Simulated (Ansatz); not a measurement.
Input file for Ansatz (an electronic-structure program):

Ansatz 0.2 input:
```yaml
crystal:
  lattice:
    - [4.1742638426, 0.0, 0.0]
    - [0.0, 7.2114433356, 0.0]
    - [-1.580839958, 0.0, 3.8637123932]
  atoms:
    - { symbol: Ag, position: [0.8929901912, 0.75, 0.1065882276] }
    - { symbol: Ag, position: [0.1070098088, 0.25, 0.8934117724] }
    - { symbol: Ag, position: [0.5, 0.5, 0.5] }
    - { symbol: Ag, position: [0.5, 0.0, 0.5] }
    - { symbol: S, position: [0.2729357367, 0.75, 0.726616943] }
    - { symbol: S, position: [0.7270642633, 0.25, 0.273383057] }
kpoints:
  mp_grid: { grid: [6, 4, 6] }
basis: { xc_grid: 2 }
hamiltonian:
  xc: pbesol
  pseudopotentials: { kind: paw }
scf:
  occupations: { method: fixed }
output:
  optics: { e_range: [0.0, 15.0], de: 0.05, sigma: 0.1, bands: { spectra_wanted_up_to: 12 eV } }
```

Output (shortened):

```
output.optics: the spectra are integrated over the Brillouin zone by k·p interpolation around the k-points, where levels, occupations, output.optics.sigma and …
Pseudopotential: Ag, paw, valence charge 19
Pseudopotential: S, paw, valence charge 6
Functional definition: PBEsol
Crystal: 6 atoms, lattice volume = 116.307 Å³
Basis set: ecut = 420 eV, 2257 PW (Γ), exchange–correlation on 60×100×60 points (8 copies of the dense FFT grid, shifted against one another)
Bands: 53, of which v1, the nominal top of the filled ones, is band 44 counted from 1 (43 counted from 0)
Symmetry: 4 space group operations
Space group: P21/m (ITA 11), of the structure as read, at distance tolerance 4.9e-5 Å
k-points: 60 of 144
SCF iter   1: F=—  HF=-31858.991023 eV  |F-HF|=—  |Δ(HF+E_count)|=         —  Δρ=9.00e-3  dr2=1.05e-1  ethr=1.77e-3  ⟨swp⟩=5.0  Hψ=10047  notcnv=0  defer=410
preconditioner: auto → Resta (q_TF=auto, 2.604 Å⁻¹)
SCF iter   2: F=—  HF=-31858.963938 eV  |F-HF|=—  |Δ(HF+E_count)|=   2.71e-2  Δρ=2.98e-3  dr2=1.44e-2  ethr=1.19e-4  ⟨swp⟩=2.1  Hψ=5100  notcnv=0  defer=419
SCF iter   3: F=—  HF=-31858.960288 eV  |F-HF|=—  |Δ(HF+E_count)|=   3.65e-3  Δρ=1.04e-3  dr2=1.62e-3  ethr=1.64e-5  ⟨swp⟩=2.0  Hψ=4635  notcnv=0  defer=420
SCF iter   4: F=—  HF=-31858.959988 eV  |F-HF|=—  |Δ(HF+E_count)|=   3.00e-4  Δρ=3.24e-4  dr2=1.24e-4  ethr=1.84e-6  ⟨swp⟩=2.3  Hψ=4550  notcnv=0  defer=419
SCF iter   5: F=—  HF=-31858.960005 eV  |F-HF|=—  |Δ(HF+E_count)|=   1.73e-5  Δρ=6.89e-5  dr2=5.71e-6  ethr=1.41e-7  ⟨swp⟩=2.8  Hψ=4991  notcnv=0  defer=178
SCF iter   6: F=—  HF=-31858.959961 eV  |F-HF|=—  |Δ(HF+E_count)|=   4.36e-5  Δρ=4.08e-5  dr2=1.84e-6  ethr=6.49e-9  ⟨swp⟩=2.0  Hψ=4585  notcnv=0  defer=165
SCF iter   7: F=—  HF=-31858.959961 eV  |F-HF|=—  |Δ(HF+E_count)|=   3.33e-7  Δρ=1.02e-5  dr2=1.43e-7  ethr=2.09e-9  ⟨swp⟩=2.0  Hψ=5415  notcnv=0  defer=165
SCF iter   8: F=—  HF=-31858.959961 eV  |F-HF|=—  |Δ(HF+E_count)|=   4.66e-9  Δρ=2.39e-6  dr2=9.01e-9  ethr=1.63e-10  ⟨swp⟩=2.4  Hψ=4555  notcnv=0  defer=165
SCF iter  11: F=-31858.959961 eV  HF=-31858.959961 eV  |F-HF|=7.28e-12  |Δ(HF+E_count)|=    0.00e0  Δρ=4.89e-8  dr2=2.55e-12  ethr=1.00e-12  ⟨swp⟩=9.4  Hψ=10610  notcnv=0
SCF 1 converged in 11 iterations: F = -31858.959961 eV  dr2 = 2.55e-12
NSCF: frozen V_eff on 60 k-points
Optics k sum: 0 of 60 k-points
Optics k sum: 3 of 60 k-points
Optics k sum: 6 of 60 k-points
Optics k sum: 9 of 60 k-points
Optics k sum: 12 of 60 k-points
Optics k sum: 15 of 60 k-points
Optics k sum: 18 of 60 k-points
Optics k sum: 21 of 60 k-points
Optics k sum: 24 of 60 k-points
Optics k sum: 27 of 60 k-points
Optics k sum: 30 of 60 k-points
Optics k sum: 33 of 60 k-points
Optics k sum: 36 of 60 k-points
Optics k sum: 39 of 60 k-points
Optics k sum: 42 of 60 k-points
Optics k sum: 45 of 60 k-points
Optics k sum: 48 of 60 k-points
Optics k sum: 51 of 60 k-points
Optics k sum: 54 of 60 k-points
Optics k sum: 57 of 60 k-points
Optics k sum: 60 of 60 k-points
Optics k sum: 0 of 60 k-points
Optics k sum: 3 of 60 k-points
Optics k sum: 6 of 60 k-points
Optics k sum: 9 of 60 k-points
Optics k sum: 12 of 60 k-points
Optics k sum: 15 of 60 k-points
Optics k sum: 18 of 60 k-points
Optics k sum: 21 of 60 k-points
Optics k sum: 24 of 60 k-points
Optics k sum: 27 of 60 k-points
Optics k sum: 30 of 60 k-points
Optics k sum: 33 of 60 k-points
Optics k sum: 36 of 60 k-points
Optics k sum: 39 of 60 k-points
Optics k sum: 42 of 60 k-points
Optics k sum: 45 of 60 k-points
Optics k sum: 48 of 60 k-points
Optics k sum: 51 of 60 k-points
Optics k sum: 54 of 60 k-points
Optics k sum: 57 of 60 k-points
Optics k sum: 60 of 60 k-points
NSCF: frozen V_eff on 1 k-points
NSCF: frozen V_eff on 1 k-points
output.optics: what the bands over the 79 summed would add to eps1, eps2 and the energy-loss function is held between a lower and an upper bound (9 Lanczos …
SCF converged after 11 iterations
Free energy (F): -31858.959961 eV
Harris-Foulkes:  -31858.959961 eV  (|F-HF|=7.28e-12)
Internal energy: -31858.959961 eV  (E = F + TS)
E sigma→0 (E₀):  -31858.959961 eV
Fermi energy:    11.426626 eV
--- Per-component energies (eV) ---
  E_band       = -1269.022151
  E_kinetic    = 2323.569348
  E_local      = -11418.051264  (includes V_loc(G=0)·N_el)
  E_nonlocal   = 392.368972
  E_hartree    = 5101.158778
  E_xc         = -924.058366
  E_vxc        = -1108.326180  (∫ρ·V_xc dr)
  E_paw        = -16510.623698  (= ΣΔE_a)
  E_vpaw       = -1660.901540  (= ΣTr[D̂ρ^β])
  E_aug_tail   = 0.001167  (compensation charges beyond the density's cutoff)
  E_ewald      = -10824.739754
  E_core_change = 1.414855  (= ΣΔE_core)
  E_smearing   =  0.000000  (= −TS)
  E_closure    = 0.000000  (closes the sum)
  Σ components = -31858.959961   (vs F -31858.959961, Δ=0.00e0)
  [band-id]    e_kinetic+e_local+e_nonlocal+2·e_hartree+e_vxc+e_vpaw+e_augmentation_tail = -1269.021940   (vs E_band -1269.022151, Δ=2.11e-4)
--- Band table (eV; the first three rows and the last of 60) ---
  k-point 0: bands = ["-79.7166", "-79.7163", "-79.6474", "-79.6473", "-43.3406", "-43.3376", "-43.2388", "-43.2140", "-43.2103", "-43.1859", "-43.1694", "-43.1649", "-43.1624", "-43.1528", "-43.1359", "-43.1354", "-2.0234", "-1.4107", "5.4739", "5.5318", …
  k-point 1: bands = ["-79.7166", "-79.7163", "-79.6474", "-79.6473", "-43.3419", "-43.3373", "-43.2354", "-43.2132", "-43.2130", "-43.1898", "-43.1689", "-43.1626", "-43.1621", "-43.1537", "-43.1358", "-43.1350", "-1.9155", "-1.3458", "5.4770", "5.5907", …
  k-point 2: bands = ["-79.7165", "-79.7163", "-79.6474", "-79.6474", "-43.3446", "-43.3367", "-43.2262", "-43.2182", "-43.2110", "-43.1999", "-43.1667", "-43.1630", "-43.1600", "-43.1538", "-43.1360", "-43.1338", "-1.6777", "-1.2145", "5.3431", "5.4660", …
  k-point 59: bands = ["-79.7164", "-79.7164", "-79.6473", "-79.6473", "-43.3395", "-43.3395", "-43.2323", "-43.2323", "-43.1928", "-43.1928", "-43.1653", "-43.1653", "-43.1626", "-43.1626", "-43.1336", "-43.1336", "-1.4215", "-1.4215", "5.7413", "5.7413", …
```

Cost: about 10 core-minutes (a rough figure) on shared cores.

Space group Cmcm. The first step of the workflow began from a Materials Project structure, measured or hypothetical; the Crystallography Open Database copy checked does not list it. COD files the formula under space group No. 4, 14, so this cell is another polymorph or a model. Its standing as an ambient phase is unchecked. The PBEsol relaxation kept the symmetry of its start; its stability against distortions is not shown here. The run is not spin-polarised. Point labels and valley counts follow the cell and symmetry of the run, lower than the named group. Spin–orbit coupling is left out wherever it is not named.

Potentials: the later of the program's two PAW sets.

Ansatz is a plane-wave DFT program.
